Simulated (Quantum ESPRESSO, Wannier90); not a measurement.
**Wannierisation of ZrO2 (fluorite)**

```xyz
3
Lattice="0.0000 2.5451 2.5451 2.5451 0.0000 2.5451 2.5451 2.5451 0.0000" Properties=species:S:1:pos:R:3 pbc="T T T"
Zr     0.0000     0.0000     0.0000
O      1.2725     1.2725     1.2725
O     -1.2725    -1.2725    -1.2725
```

Structure: Materials Project mp-1565, symmetrised, not relaxed again. COD (Crystallography Open Database) records the formula in this space group. Ideal cubic forms of this type are often high-temperature phases that distort on cooling; symmetry holds the cell here, and its stability was not tested. Method: PBEsol plane waves in Quantum ESPRESSO 7.5 (PseudoDojo norm-conserving files, 68 Ry, no spin polarisation, no spin-orbit coupling), Bloch states on a 10×10×10 mesh through Γ, Wannier90 4.0.1. Density: 10×10×10 mesh, cold smearing 0.01 Ry.

Base run: 11 functions from bands 7-27 of the 27 computed, start hydrogen-like Zr: d; O: p, frozen window up to 4.80 eV relative to the valence-band maximum, outer window open. One thing is changed at a time; window edges are relative to the valence-band maximum. The misfit compares interpolated bands with pw.x on a high-symmetry path, for states up to 4.3 eV relative to the valence-band maximum. Converged means that the tolerances were met: symmetric starts can stop on a saddle, which shows as a larger Ω_OD at equal Ω_I and can move the misfit too.

Task: Which of these settings interpolates worst among those that finish?
A. outer window to 14.39 eV
B. no frozen window
C. base
D. frozen window to 4.30 eV

Result: B, no frozen window. The whole sweep:

```csv
setting,functions,frozen to (eV),Ω_I (Å²),Ω_D (Å²),Ω_OD (Å²),rms misfit (meV),worst (meV),ended
base,11,4.80,10.64,0.00,0.17,0.2,1.2,converged
frozen window to 8.80 eV,11,8.80,–,–,–,–,–,stops: too many frozen states
frozen window to 4.30 eV,11,4.30,10.62,0.00,0.17,0.3,2.0,converged
frozen window to 9.18 eV,11,9.18,–,–,–,–,–,stops: too many frozen states
no frozen window,11,none,8.19,0.00,0.05,1386,4477,converged
outer window to 14.39 eV,11,4.80,11.02,0.00,0.24,0.2,1.0,converged
outer window to 8.39 eV,11,4.80,–,–,–,–,–,stops: too few bands in the window
```

Runs of this sweep that didn't settle are not listed.
